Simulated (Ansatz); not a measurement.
**Stability checks on a candidate for Mg₅ZnS₆**

The cell was found from a structure generator's guess, not taken from experiment.

Level of theory: DFT PBE, scalar-relativistic, plane waves, PAW (Ansatz). Plane waves to 420 eV, an 8×8×2 mesh through Γ for the 12-atom cell and 0.02 eV Gaussian smearing; no spin polarisation.

```
Mg Zn S
1.0
     3.68453    0.00000    0.00000
     0.00000    3.68453    0.00000
     0.00000    0.00000   15.62816
Mg Zn S
5 1 6
Direct
  0.50000 0.50000 0.16435
  0.00000 0.00000 0.33237
  0.50000 0.50000 0.50000
  0.00000 0.00000 0.66763
  0.50000 0.50000 0.83565
  0.00000 0.00000 0.00000
  0.00000 0.00000 0.16375
  0.50000 0.50000 0.33232
  0.00000 0.00000 0.50000
  0.50000 0.50000 0.66768
  0.00000 0.00000 0.83625
  0.50000 0.50000 0.00000
```

The zero of energy is the elements' standard structures at the same level; no fitted shifts are applied.

Q: These tests were run: energy against the elements; phonons on a 2×2×1 q mesh. What do they show?

A:

```tsv
test	result
energy against the elements	−1.283 eV/atom
phonons on a 2×2×1 q mesh	imaginary modes down to 71i cm⁻¹
```

It fails one test: phonons on a 2×2×1 q mesh. So it isn't even a local minimum.

The reference form of S is held partly by dispersion forces, which this level lacks. The run for the phonons used an 8×8×2 k mesh.
